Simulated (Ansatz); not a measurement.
**What a change of settings does to a run on H2Pb**

The structure comes from a relaxation in the same program, started in the CdI2 type, and has space group P-3m1. Whether it is a known phase or the ground state wasn't checked.

First run: DFT, PBE, all-electron PAW with datasets made for the crystal, scalar-relativistic (Ansatz 0.2.0).

Command: `ansatz run input.yaml --threads 1 --pin off --max-ram 4096MiB --backend cpu --events-out ev --progress --plain --runs-dir out` The run took 17 s on 1 thread of Arm Neoverse N1 (shared host), peak memory 0.42 GiB.

```yaml
crystal:
  lattice:
    - [3.7500520039, 0.0, 0.0]
    - [-1.8750260019, 3.2476403009, 0.0]
    - [0.0, 0.0, 3.6439737521]
  atoms:
    - { symbol: Pb, position: [0.0, 0.0, 0.0] }
    - { symbol: H, position: [0.3333333333, 0.6666666667, 0.2286228593] }
    - { symbol: H, position: [0.6666666667, 0.3333333333, 0.7713771407] }
kpoints:
  mp_grid: { grid: [11, 11, 6] }
  band_path:
    path:
      - [0.0, 0.0, 0.0]
      - [0.5, 0.0, 0.0]
      - [0.3333333333, 0.3333333333, 0.0]
      - [0.0, 0.0, 0.0]
      - [0.0, 0.0, 0.5]
      - [0.5, 0.0, 0.5]
      - [0.3333333333, 0.3333333333, 0.5]
      - [0.0, 0.0, 0.5]
      - [0.5, 0.0, 0.5]
    npoints: 8
scf:
  occupations: { method: fermi_dirac, width: 0.05 }
hamiltonian:
  xc: pbe
  pseudopotentials: { kind: all_electron, datasets: crystal }
output:
  forces: true
  stress: true
  eigenvalues: true
  efg: { contact_densities: true }
```

Result: converged; pressure 0.02 GPa; no gap on the k mesh; 7 SCF iterations.

No spin–orbit coupling, which matters for the heavy atoms here.

The input is then changed:

```diff
@@ -9,5 +9,5 @@
     - { symbol: H, position: [0.6666666667, 0.3333333333, 0.7713771407] }
 kpoints:
-  mp_grid: { grid: [11, 11, 6] }
+  mp_grid: { grid: [6, 6, 3] }
   band_path:
     path:
@@ -24,4 +24,6 @@
 scf:
   occupations: { method: fermi_dirac, width: 0.05 }
+  n_extra_bands: 32
+  mixing: { preconditioner: resta }
 hamiltonian:
   xc: pbe
```

**Question.** Predict the outcome of the changed run.

**Answer.** It converged; energy at zero smearing +40.2 meV/atom from the first run; pressure -0.04 GPa; largest force 0.103 eV/Å; no gap on the k mesh; 7 SCF iterations. Some of these settings are too coarse for converged properties.
